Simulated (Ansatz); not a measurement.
Level of theory: DFT PBE, scalar-relativistic, plane waves, PAW in Ansatz. Settings: cutoff 420 eV, Γ-centred meshes spaced at most about 0.3 Å⁻¹, and about 0.25 Å⁻¹ or finer for metals (2π included), Gaussian smearing. No spin polarisation in the final relaxations.

These are static total energies at zero pressure.

Compare these two cells of Cd₅HgO₆, each relaxed at this level.

A. Space group C2/m (No. 12), monoclinic, a = 5.927 Å, b = 3.421 Å, c = 17.373 Å, β = 96.9°. Cd on a site of symmetry m has 6 O at 2.31–2.40 Å; Cd on a second site of symmetry m is surrounded by 6 O at 2.39–2.40 Å; Cd on a site of symmetry 2/m has 6 O at 2.39–2.40 Å; around Hg lie 2 O at 2.00 Å; around O on its first site lie 1 Hg at 2.00 Å and 3 Cd at 2.31 Å; 2 more sites not described.

B. Space group Cmmm (No. 65), orthorhombic, a = 4.780 Å, b = 14.497 Å, c = 4.776 Å. Around Cd on a site of symmetry m2m lie 6 O at 2.39–2.44 Å; Cd on a site of symmetry mmm has 6 O at 2.39 Å; around Cd on a second site of symmetry m2m lie 6 O at 2.35–2.41 Å; Hg has 6 O at 2.39–2.49 Å; around O on a site of symmetry m2m lie 5 Cd at 2.35–2.39 Å and 1 Hg at 2.49 Å; 3 more sites not described.

Question: Which form is favoured at zero pressure, and by what margin per atom?

Answer: A is lower, by 41 meV/atom. A has space group C2/m (No. 12), 14.6 Å³/atom and no gap on its mesh; B has Cd and Hg ordered on rock salt sites, space group Cmmm (No. 65), 13.8 Å³/atom and no gap. Counting O atoms around Cd and Hg (those within 1.25 times the shortest such distance or 1.15 times the sum of covalent radii, 1.27 where that leaves under three; the shortest distance is added where it exceeds 1.18 times the sum of covalent radii), A has Cd 6, Hg 2 and B has Cd 6, Hg 6 from 2.4 Å. The lower one is the more open, so pressure narrows the difference. Both come from invented guesses.

These runs have no spin–orbit coupling, which can matter for Hg.
